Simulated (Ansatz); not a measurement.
# fluorite-structured NdN2

Computed with Ansatz (plane waves, PAW, 420 eV cutoff): PBEsol, scalar-relativistic, collinear spin, 10×10×10 k-mesh, Gaussian smearing of 0.05 eV. The datasets are Ansatz's generated set soft_2.

```xyz
3
Lattice="0.0000 2.6409 2.6409 2.6409 0.0000 2.6409 2.6409 2.6409 0.0000" Properties=species:S:1:pos:R:3 pbc="T T T"
Nd    0.0000    0.0000    0.0000
N     1.3205    1.3205    1.3205
N     3.9614    3.9614    3.9614
```

The cell came from substitution into a structure type; whether the compound takes it is for experiment to say.

Magnetic state: ferromagnetic, site spin moments Nd 1.26; N -0.42 μB.

The cell is relaxed to zero pressure at this level.

Path: Γ–X–U | K–Γ–L–W–X, with Γ = (0.000, 0.000, 0.000), X = (0.500, 0.000, 0.500), U = (0.625, 0.250, 0.625), K = (0.375, 0.375, 0.750), L = (0.500, 0.500, 0.500), W = (0.500, 0.250, 0.750) in reciprocal vectors of the calculation's cell.

Problem. Is it a metal or an insulator, and if it has a gap, where are the band edges on this path?

Solution. A metal: bands cross the Fermi level.

Bands as a text map, energy in eV from the Fermi level (dashes), each leg drawn with the same width, + spin up, o spin down, # both:
```
  4.86 |                                                
  4.57 |                                                
  4.29 |                                                
  4.00 |                                                
  3.71 |                                                
  3.43 |                                                
  3.14 |                                                
  2.86 |       #####oo                           ooo####
  2.57 |ooo   #     ++##o    oooo           o####+++    
  2.29 |+#+# o          +o o##+++oo       oo+           
  2.00 | +o #            +#+o+   + oooooooo+            
  1.71 |oooo #oooooo     oooo#oooo##++++++#oo       oooo
  1.43 |    ooooooooooooo## +      +o ++++++oooooooooooo
  1.14 |oo#o#o#######ooo#oo##ooooooo##oooooo#ooooo######
  0.86 |   #oooooo###+++++##+      ++ ooooo  +++++ ##ooo
  0.57 |++++        +++++++  ++++++        ++++++++++   
  0.29 |+++++++++++++    #+++++++++++++++++++++   ++++++
  0.00 |-----++++++++####+#o----------+++++##+++++++++++
 -0.29 |   oo##  ++oo    ++ o            +#  oo     ++  
 -0.57 | oo++  oooo+       ++oo       +++o     ooo##oooo
 -0.86 |##+   o++#####ooo    ######o##ooo   o##o######++
 -1.14 | +    +     o++++#  #+   +++####+#########++    
 -1.43 |  +  # ####++###+++#          ++###  +o  ooo####
 -1.71 |  o   +  ooo##oooo#o         +oooo  +o     +#o  
 -2.00 |    # o     oo++#+o+        +o    ++      +o    
 -2.29 |   + +        ooo+          o     o o    +o     
 -2.57 |   # o           o o       +       #     o      
 -2.86 |    +            ++ +      o      +#+++++       
        Γ      X      UK       Γ       L       W       X
```

Without a U the open 4f shell is pinned at the Fermi level, an artefact: in the real crystal it splits into occupied and empty levels away from it, and its large orbital moment is missing here. Spin–orbit coupling, which matters for such heavy elements, is left out. The run wasn't fully tested for a lower electronic state. Site moments are of spin, integrated over atomic spheres. The run holds 0.6 f electrons more on Nd than the trivalent ion has, so it is between trivalent and divalent here. In such compounds it is trivalent as a rule, so this state is likely an artefact, and the extra f charge swells the ion. No antiparallel order was tried.

A lower state of the open shells can't be excluded, and forces and pressures are less sure for it.
